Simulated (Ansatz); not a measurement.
**TiO2 (anatase) under strain**

TiO2 built on the anatase prototype, relaxed with r2SCAN in the PAW code Ansatz. It is tetragonal, I4_1/amd (No. 141); conventional cell a = 3.778 Å, c = 9.583 Å, 11.40 Å³ an atom. Ti has 6 O at 1.93–1.99 Å and 4 Ti at 3.05 Å; O has 3 Ti at 1.93–1.99 Å.

The axes x, y and z are those of this cell:
```xyz
6
Lattice="-1.8889 1.8889 4.7917 1.8889 -1.8889 4.7917 1.8889 1.8889 -4.7917" Properties=species:S:1:pos:R:3 pbc="T T T"
Ti    0.0000    1.8889    2.3959
Ti    0.0000    0.0000    0.0000
O     0.0000    1.8889    0.4093
O     0.0000    0.0000    7.5969
O     0.0000    0.0000    1.9865
O     0.0000    1.8889    4.3824
```

Unstrained: PBE gives an indirect gap of 2.146 eV, from Γ–X (0.88 of the way from Γ) to Γ; the least direct gap is 2.472 eV at Γ–M (0.60 of the way from Γ). The r2SCAN gap is indirect, 2.527 eV (Γ–X (0.88 of the way from Γ) to Γ), below the direct gap of 2.866 eV at Γ–M (0.60 of the way from Γ). With HSE06 the valence top lies at Γ–X (0.88 of the way from Γ) and the conduction bottom at Γ, 3.638 eV higher; the smallest vertical gap, at Γ–M (0.60 of the way from Γ), is 3.993 eV. Meshes: PBE 10×10×10, r2SCAN 10×10×10, HSE06 6×6×6. Strains are changes of length per length. After each strain the atoms were relaxed again with r2SCAN within the symmetry that the strain leaves, so tilts or polar shifts that break it weren't tested; points keep the names that they have in the unstrained zone. No spin polarisation and no zero-point or thermal motion.

Changes of the least gap in eV (an overlap counts as a negative gap):
```
                                                      strain  volume change (%)  space group     PBE  r2SCAN   HSE06  energy rise, r2SCAN (meV/atom)
epitaxial -4.0 % in the xy plane, free normal strain +6.65 %               -1.7     I4_1/amd  +0.407  +0.438  +0.452                            33.6
epitaxial -3.0 % in the xy plane, free normal strain +4.88 %               -1.3     I4_1/amd  +0.334  +0.354  +0.368                            19.0
epitaxial -2.0 % in the xy plane, free normal strain +3.16 %               -0.9     I4_1/amd  +0.215  +0.228  +0.236                             8.5
epitaxial -1.0 % in the xy plane, free normal strain +1.53 %               -0.5     I4_1/amd  +0.103  +0.109  +0.113                             2.1
epitaxial +1.0 % in the xy plane, free normal strain -1.39 %               +0.6     I4_1/amd  -0.089  -0.095  -0.098                             2.1
epitaxial +2.0 % in the xy plane, free normal strain -2.63 %               +1.3     I4_1/amd  -0.167  -0.178  -0.183                             8.6
epitaxial +3.0 % in the xy plane, free normal strain -3.73 %               +2.1     I4_1/amd  -0.231  -0.248  -0.253                            19.3
epitaxial +4.0 % in the xy plane, free normal strain -4.70 %               +3.1     I4_1/amd  -0.286  -0.307  -0.312                            34.2
```

Epitaxial -4.0 % in the xy plane, free normal strain +6.65 %. HSE06: the gap goes from 3.638 to 4.090 eV (+0.452 eV); the edges go from Γ–X (0.88) → Γ to Γ–X (0.46) → Γ. Stress change with r2SCAN, compression positive: xx +11.53, yy +11.53, zz +0.01 GPa.

Epitaxial -3.0 % in the xy plane, free normal strain +4.88 %. HSE06: the gap goes from 3.638 to 4.006 eV (+0.368 eV); the edges go from Γ–X (0.88) → Γ to Γ–X (0.81) → Γ. Stress change with r2SCAN, compression positive: xx +8.67, yy +8.67, zz +0.01 GPa.

Epitaxial -2.0 % in the xy plane, free normal strain +3.16 %. HSE06: the gap goes from 3.638 to 3.874 eV (+0.236 eV); the edges go from Γ–X (0.88) → Γ to Γ–X (0.83) → Γ. Stress change with r2SCAN, compression positive: xx +5.84, yy +5.84, zz +0.01 GPa.

Epitaxial -1.0 % in the xy plane, free normal strain +1.53 %. HSE06: the gap goes from 3.638 to 3.751 eV (+0.113 eV); the edges go from Γ–X (0.88) → Γ to Γ–X (0.85) → Γ. Stress change with r2SCAN, compression positive: xx +2.95, yy +2.95, zz +0.01 GPa.

Epitaxial +1.0 % in the xy plane, free normal strain -1.39 %. HSE06: the gap goes from 3.638 to 3.540 eV (-0.098 eV); the edges go from Γ–X (0.88) → Γ to Γ–X (0.89) → Γ. Stress change with r2SCAN, compression positive: xx -3.04, yy -3.04, zz 0.00 GPa.

Epitaxial +2.0 % in the xy plane, free normal strain -2.63 %. HSE06: the gap goes from 3.638 to 3.455 eV (-0.183 eV); the edges go from Γ–X (0.88) → Γ to Γ–X (0.89) → Γ. Stress change with r2SCAN, compression positive: xx -6.10, yy -6.10, zz +0.01 GPa.

Epitaxial +3.0 % in the xy plane, free normal strain -3.73 %. HSE06: the gap goes from 3.638 to 3.385 eV (-0.253 eV); the edges go from Γ–X (0.88) → Γ to Γ–X (0.90) → Γ. Stress change with r2SCAN, compression positive: xx -9.11, yy -9.11, zz 0.00 GPa.

Epitaxial +4.0 % in the xy plane, free normal strain -4.70 %. HSE06: the gap goes from 3.638 to 3.326 eV (-0.312 eV); the edges go from Γ–X (0.88) → Γ to Γ–X (0.91) → Γ. Stress change with r2SCAN, compression positive: xx -12.01, yy -12.01, zz 0.00 GPa.

Where an edge lies off the special points, it is a point of the mesh or the k point where a search put PBE's edge or least direct gap, reused for the other functionals, whose own edges may lie a little apart.
